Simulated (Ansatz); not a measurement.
WSe₂:
```
WSe2
1.0
    3.25000     0.00000     0.00000
   -1.62500     2.81458     0.00000
    0.00000     0.00000    12.81897
W Se
2 4
Direct
  0.66667   0.33333   0.75000
  0.33333   0.66667   0.25000
  0.33333   0.66667   0.88001
  0.66667   0.33333   0.11999
  0.66667   0.33333   0.38001
  0.33333   0.66667   0.61999
```

Relaxed with LDA.

Task: Give the optical modes at the zone centre with their infrared activity from DFPT, LDA in the plane-wave PAW code Ansatz.

Result: Transverse frequencies, without the LO–TO term; a row sums one degenerate level.

```tsv
ω (cm⁻¹)	degeneracy	IR ((D/Å)²/amu)	activity	symmetry
25	2	0.00	IR-inactive	E2g
38	1	0.00	IR-inactive	B1g
175	2	0.00	IR-inactive	E2u
177	2	0.00	IR-inactive	E1g
248	2	0.00	IR-inactive	E2g
249	2	1.99	IR	E1u
250	1	0.00	IR-inactive	B2u
252	1	0.00	IR-inactive	A1g
308	1	0.44	IR	A2u
310	1	0.00	IR-inactive	B1g
```

Task: How high does the top mode go among those that the LO–TO term moves?

Result: 251 cm⁻¹ for q along x, 251 cm⁻¹ for q along y, 310 cm⁻¹ for q along z.

Space group P6_3/mmc. Symmetry was held in the LDA relaxation. The run is not spin-polarised. A crystal of weakly bound layers computed without a dispersion correction: the cell and the soft elastic constants depend strongly on that. Spin–orbit coupling is left out wherever it is not named.

Potentials: the earlier of the program's two PAW sets. The files were generated under PBE; for other functionals the program regenerates the frozen cores, and for LDA and PBEsol the local potential too.
